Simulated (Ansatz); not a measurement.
The start is a relaxed AlRh cell shaken by Gaussian noise of σ = 0.08 Å a coordinate. A full variable-cell relaxation at zero pressure is run with PBEsol (plane waves to 420 eV, PAW, scalar-relativistic; Ansatz, a first-principles code). First-step values are on the input's coarse k-mesh.

Ansatz input (later rounds restart from its end on a renewed k-mesh):
Ansatz 0.2 input:
```yaml
crystal:
  lattice:
    - [-4.5136698756, 4.5136698756, 2.3837015029]
    - [4.5136698756, -4.5136698756, 2.3837015029]
    - [4.5136698756, 4.5136698756, -2.3837015029]
  atoms:
    - { symbol: Al, position: [0.3600213919, 0.1060635653, 0.2420396061] }
    - { symbol: Al, position: [0.8651685008, 0.1097613854, 0.7607003413] }
    - { symbol: Al, position: [0.8642476466, 0.1216971401, 0.2427732759] }
    - { symbol: Al, position: [0.8717187554, 0.6198529406, 0.7504070504] }
    - { symbol: Rh, position: [0.4776381608, 0.4795484705, 0.005249248] }
    - { symbol: Rh, position: [0.2360821424, 0.7390991332, 0.4908042826] }
    - { symbol: Rh, position: [0.0030310068, 0.0171554644, 0.008329864] }
    - { symbol: Rh, position: [0.725267719, 0.2201639601, 0.4824690314] }
basis: { ecutwfc: 420, ecutrho_ratio: 4, xc_grid: 2, fft_grid_basis: typed }
kpoints: { mp_grid: { grid: [8, 8, 5] } }
hamiltonian:
  xc: pbesol
  dispersion: none
  pseudopotentials: { kind: paw }
scf: { occupations: { method: fermi_dirac, width: 0.05 } }
relax: { f_tol: 0.01, max_steps: 100, cell: { stress_tol: 0.02 } }
output: { forces: true, stress: true }
```

### Question
What is the largest force in the starting geometry, and on which atom (counted from 1)?

### Answer
3.55 eV/Å, on Rh7 (atoms numbered as listed).

### Question
By how much does the energy per atom fall from start to end?

### Answer
1.75 eV/atom.

### Question
How does the volume change?

### Answer
-45.9 %, from 24.28 to 13.13 Å³/atom.

### Question
Does it find its way back to the structure it was made from?

### Answer
It does not go back: it reaches Pm-3m (No. 221), CsCl type, 1.68 eV/atom below the parent.

### Question
How do the shortest distances between atoms change?

### Answer
The closest pairs of elements (up to four, under 3.6 Å), start → end: Al–Rh 2.21 → 2.57 Å; Rh–Rh 2.24 → 2.97 Å; Al–Al 3.28 → 2.97 Å.

### Question
Is the relaxed structure metallic? Give its gap.

### Answer
Zero (metallic).

Final values are on a 16×16×16 k-mesh of the relaxed cell. No spin polarisation in the result.

Of the parent cell (I4₁/amd (No. 141)): it is a generated cell of AlRh: the first start was made by a random draw of sites in a space group, and the end was not matched to a known phase here, so it may be hypothetical.

The first start was generated by a random draw of sites in a space group. Materials Project lists a structure of AlRh in the same space group, Pm-3m (No. 221); the sites were not compared with it, nor with measured phases.
